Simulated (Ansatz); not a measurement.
Computed with Ansatz, DFT PBE, scalar-relativistic, plane waves, PAW. Settings: cutoff 420 eV, Γ-centred meshes spaced at most about 0.3 Å⁻¹, and about 0.25 Å⁻¹ or finer for metals (2π included), Gaussian smearing. No spin polarisation in the final relaxations.

Temperature and zero-point effects are left out. Lower structures may exist.

Question: Which of these relaxed structures of InO is the lowest in energy?
A.

```cif
data_structure
_symmetry_space_group_name_H-M 'P-6m2'
_symmetry_Int_Tables_number 187
_cell_length_a 3.4496
_cell_length_b 3.4496
_cell_length_c 15.8669
_cell_angle_alpha 90.000
_cell_angle_beta 90.000
_cell_angle_gamma 120.000
_cell_volume 163.51
loop_
_atom_site_label
_atom_site_type_symbol
_atom_site_symmetry_multiplicity
_atom_site_Wyckoff_symbol
_atom_site_fract_x
_atom_site_fract_y
_atom_site_fract_z
_atom_site_occupancy
In1 In 2 i 0.66667 0.33333 0.59004 1
O1 O 2 g 0.00000 0.00000 0.63971 1
```

B.

```cif
data_structure
_symmetry_space_group_name_H-M 'P-6m2'
_symmetry_Int_Tables_number 187
_cell_length_a 3.3083
_cell_length_b 3.3083
_cell_length_c 3.1656
_cell_angle_alpha 90.000
_cell_angle_beta 90.000
_cell_angle_gamma 120.000
_cell_volume 30.01
loop_
_atom_site_label
_atom_site_type_symbol
_atom_site_symmetry_multiplicity
_atom_site_Wyckoff_symbol
_atom_site_fract_x
_atom_site_fract_y
_atom_site_fract_z
_atom_site_occupancy
In1 In 1 f 0.66667 0.33333 0.50000 1
O1 O 1 c 0.33333 0.66667 0.00000 1
```

Answer: A. It has space group P-6m2 (No. 187); the next, B, with the tungsten carbide type, space group P-6m2 (No. 187), lies 0.40 eV/atom higher. Counting O atoms around In (those within 1.25 times the shortest such distance or 1.15 times the sum of covalent radii; the shortest distance is added where it is long for a bond), the lowest has In 3 and the next has In 6 from 2.5 Å.

Weakly bound directions are ill-defined at this level, which has no dispersion term (P-6m2 at 40.9 Å³/atom), and this can change margins and order among such cells. In P-6m2 at 15.0 Å³/atom an odd number of electrons in the primitive cell allows no gap without spin; a larger cell or a magnetic state could open one. A magnetic state wasn't ruled out in cells without spin, among them P-6m2 at 15.0 Å³/atom. The P-6m2 cell at 40.9 Å³/atom was relaxed from a Materials Project cell. Cells relaxed within their symmetry can be saddle points. Some types were kept out of the candidates beforehand, so the set may lack a known form.
